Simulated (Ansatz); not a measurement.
BN:
```xyz
2
Lattice="0.0000 1.7517 1.7517 1.7517 0.0000 1.7517 1.7517 1.7517 0.0000" Properties=species:S:1:pos:R:3 pbc="T T T"
N      0.0000     0.0000     0.0000
B      1.7517     1.7517     1.7517
```

Relaxed with PBE. Special points in fractions of this cell's reciprocal vectors: Γ (0.000, 0.000, 0.000); X (0.500, 0.000, 0.500); U (0.625, 0.250, 0.625); K (0.375, 0.375, 0.750); L (0.500, 0.500, 0.500); W (0.500, 0.250, 0.750).

**Question.** List the band energies nearest the valence-band maximum at these points for PBE (plane waves, PAW; program Ansatz).

**Answer.** In eV from the valence-band maximum; about four levels below and three above (degenerate sets whole), none deeper than 8.9 eV; … stands for higher levels left out; points with the same levels are listed once.

```json
[
 {"k": "Γ", "below": "-0.93 -0.93 -0.93", "above": "8.94 …"},
 {"k": "X", "below": "-5.64 -5.64", "above": "1.13 …"},
 {"k": "U", "below": "-4.39", "above": "3.18 …"},
 {"k": "L", "below": "-0.68 -0.68", "above": "…"},
 {"k": "W", "below": "-6.98", "above": "7.01 …"}
]
```

Space group Fm-3m (rock salt). The cell is a constructed one: a structure type filled with these elements; neither database checked (COD, Materials Project) lists it. It is not the phase usual at ambient conditions (space group No. 186, 194, 216). Symmetry was held in the PBE relaxation; its stability against distortions is not shown here.

Potentials: the later of the program's two PAW sets.
